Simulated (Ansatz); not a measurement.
A relaxed structure of MgB2 is spoiled in several ways and relaxed again each time (noise and exchanges are one random draw each; squeezed and stretched starts keep its symmetry, which their runs cannot lower; pressure is positive under compression). Level of theory: PBEsol (plane waves to 420 eV, PAW, scalar-relativistic; Ansatz, a first-principles code).

Space group P6/mmm (No. 191); a = 3.063 Å, b = 3.063 Å, c = 3.500 Å, α = 90.00°, β = 90.00°, γ = 120.00°

```csv
atom,site,symmetry,x,y,z
Mg,1a,6/mmm,0.0000,0.0000,0.0000
B,2d,-6m2,0.3333,0.6667,0.5000
```

| change | first pressure (GPa) | largest first force (eV/Å) | released (eV/atom) | moves | outcome | final group | E − E(parent) (eV/atom) |
|---|---|---|---|---|---|---|---|
| with one B and one Mg atom exchanged in a cell of 6 atoms | 33 | 7.9 | 1.21 | 24 | trapped higher | Pmm2 | +0.68 |
| stretched uniformly to 150 % of its volume | ? | 0.0 | ? | 12 | ? | ? | ? |
| with every coordinate shifted by Gaussian noise of σ = 0.2 Å | 47 | 14.7 | 1.40 | 9 | returns to the parent | P6/mmm | 0.00 |

Complete the blanks.


- stretched uniformly to 150 % of its volume, first pressure (GPa): -30
- stretched uniformly to 150 % of its volume, released (eV/atom): 0.61
- stretched uniformly to 150 % of its volume, outcome: returns to the parent
- stretched uniformly to 150 % of its volume, final group: P6/mmm
- stretched uniformly to 150 % of its volume, E − E(parent) (eV/atom): 0.00

First-step values come from each run's starting, coarser k-mesh (9×9×7, 8×8×6). Each cell has its own k-point mesh; energy differences are given only to the digits this allows. No spin polarisation in the result.
